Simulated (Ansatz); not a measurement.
Theory: Ansatz, DFT PBE, scalar-relativistic, plane waves, PAW. The final run on the 6-atom cell used 420 eV, a Γ-centred 12×12×4 mesh, 0.10 eV smearing and no spin polarisation.

Energies over the elements count from the elements' standard structures at the same level (O₂ as a molecule), with no fitted energy shifts.

Task: Propose a candidate for a tetragonal metal with formula TaBiO, with a formation energy near −0.78 eV/atom and about 18 Å³ per atom, in a cell of 6 atoms.

Result: TaBiO, space group P4/nmm (No. 129). Ta is surrounded by 1 O at 2.16 Å, 4 O at 2.33 Å, 4 Ta at 3.08 Å, 4 Bi at 3.19 Å and 4 Ta at 3.71 Å; around Bi lie 4 Bi at 3.08 Å, 1 O at 3.17 Å and 4 Ta at 3.19 Å; around O lie 1 Ta at 2.16 Å, 4 Ta at 2.33 Å, 4 O at 2.55 Å, 4 O at 3.08 Å and 1 Bi at 3.17 Å.

Space group P4/nmm:1 (No. 129). a = 3.076 Å, b = 3.076 Å, c = 11.562 Å, α = 90.00°, β = 90.00°, γ = 90.00°
```csv
atom,site,symmetry,x,y,z
Ta,2c,4mm,0.0000,0.5000,0.6300
Bi,2c,4mm,0.5000,0.0000,0.8316
O,2c,4mm,0.0000,0.5000,0.4429
```

The volume per atom is 18.2 Å³, the density is 12.3 g/cm³ and the formation energy is −0.78 eV/atom. The gap on the 12×12×4 mesh of the 6-atom cell is 0 eV (a metal).

The cell was found from a structure generator's guess, not taken from experiment. The answer needn't be unique; the calculation gave this one.

These runs have no spin–orbit coupling, which can matter for Bi and Ta. A structure relaxed within its symmetry needn't be a true minimum.
